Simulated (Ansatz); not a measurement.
Relaxed-ion elastic tensor of La (dhcp (α-La type), P6_3/mmc) in GPa (Voigt order), PBEsol in the plane-wave PAW code Ansatz; density 6.81 g/cm³, 33.89 Å³ per atom.

```
54.8  17.2   9.2   0.0   0.0   0.0
17.2  54.8   9.2   0.0   0.0   0.0
 9.2   9.2  61.1   0.0   0.0   0.0
 0.0   0.0   0.0  15.7   0.0   0.0
 0.0   0.0   0.0   0.0  15.7   0.0
 0.0   0.0   0.0   0.0   0.0  18.8
```

Task: Is the crystal mechanically stable?

Result: Yes: the smallest eigenvalue of C is 15.7 GPa.

Task: Work out the Voigt, Reuss and Hill averages.

Result: K_V = 26.9, K_R = 26.9, K_H = 26.9; G_V = 19.0, G_R = 18.4, G_H = 18.7 GPa.

Task: Give Young's modulus, Poisson's ratio, Pugh's ratio and the universal anisotropy index.

Result: E = 9KG/(3K + G) = 45.6 GPa; ν = 0.22; K/G = 1.44 (brittle by the Pugh limit of 1.75); A_U = 5G_V/G_R + K_V/K_R − 6 = 0.18.

Task: Estimate the sound speeds and the Debye temperature.

Result: v_l = √((K + 4G/3)/ρ) = 2760 m/s, v_t = √(G/ρ) = 1660 m/s, mean 1830 m/s; Θ = (h/k)(3n/4πV)^(1/3) v_m = 169 K.

Task: How much does each axis shrink under pressure?

Result: Linear compressibilities β_i = Σ_j S_ij (j = 1 to 3): x 12, y 12, z 13 per TPa.

The PBEsol relaxation kept the symmetry of its start; of distortions, only those at the zone centre were tested. As this level gives no gap, shear constants depend on the k-mesh and smearing (Fermi–Dirac, 0.1 eV here). Spin–orbit coupling is left out wherever it is not named.

Potentials: the earlier of the program's two PAW sets.
